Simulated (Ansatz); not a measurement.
ZrN:
```
CELL_PARAMETERS angstrom
      0.00000     2.27607     2.27607
      2.27607     0.00000     2.27607
      2.27607     2.27607     0.00000
ATOMIC_POSITIONS crystal
  N  0.00000 0.00000 0.00000
  Zr 0.50000 0.50000 0.50000
```

Relaxed with PBEsol. Special points in fractions of this cell's reciprocal vectors: Γ (0.000, 0.000, 0.000); X (0.500, 0.000, 0.500); U (0.625, 0.250, 0.625); K (0.375, 0.375, 0.750); L (0.500, 0.500, 0.500); W (0.500, 0.250, 0.750).

### Question
List the band energies nearest the Fermi level at these points for the program Ansatz at the PBEsol level (PAW).

### Answer
In eV from the Fermi level; about four levels below and three above (degenerate sets whole), none deeper than 8.9 eV; … stands for higher levels left out; points with the same levels are listed once.

| k | below | above |
|---|---|---|
| Γ | -2.67 -2.67 -2.67 -0.44 -0.44 -0.44 | … |
| X | -4.55 -3.62 -3.16 -3.16 | 3.47 4.71 4.71 |
| U | -5.58 -4.75 -4.52 -0.75 | 3.51 3.80 5.40 |
| L | -7.81 -5.81 -5.81 | 3.13 3.19 3.19 |
| W | -5.53 -4.78 -4.78 | 1.04 1.04 4.72 |

Space group Fm-3m (rock salt). Symmetry was held in the PBEsol relaxation. No spin polarisation was allowed. With an odd number of electrons in the cell and no spin polarisation, the count alone makes it a metal. Spin–orbit coupling is left out wherever it is not named.

Potentials: the later of the program's two PAW sets.
